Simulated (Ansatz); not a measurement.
Theory: Ansatz, DFT PBE, scalar-relativistic, plane waves, PAW. All cells share a 420 eV cutoff and Γ-centred k meshes spaced at most about 0.3 Å⁻¹ (about 0.25 or finer for metals, 2π included). No spin polarisation in the final relaxations.

These are static total energies at zero pressure. All come from trial cells, and lower structures may exist.

Question: Order these relaxed structures of Na2Bi by energy, lowest first, with the energy over the lowest of them.
A.

```xyz
3
Lattice="-1.8102 2.4516 4.9082 1.8102 -2.4516 4.9082 1.8102 2.4516 -4.9082" Properties=species:S:1:pos:R:3 pbc="T T T"
Na    0.0000    0.0000    6.4816
Na    0.0000    0.0000    3.3349
Bi    0.0000    0.0000    0.0000
```

B.

```xyz
3
Lattice="5.3313 0.0000 0.0000 -2.6656 4.6170 0.0000 0.0000 0.0000 3.5524" Properties=species:S:1:pos:R:3 pbc="T T T"
Na    2.6656    1.5390    2.3609
Na    0.0000    3.0780    1.1915
Bi    0.0000    0.0000    0.0000
```

Answer: A (0 meV/atom), B (23 meV/atom). Forms: A Immm; B P-3m1. Counting all near atoms (those within 1.25 times the shortest distance at each site): A has Na 12, Bi 12; B has Na 14, Bi 14.

These runs have no spin–orbit coupling, which can matter for Bi. Cells relaxed within their symmetry can be saddle points. The Immm cell of Na2Bi came from shaking the P-3m1 one. Some candidate types were left out of the draw beforehand, so a known form may be missing.
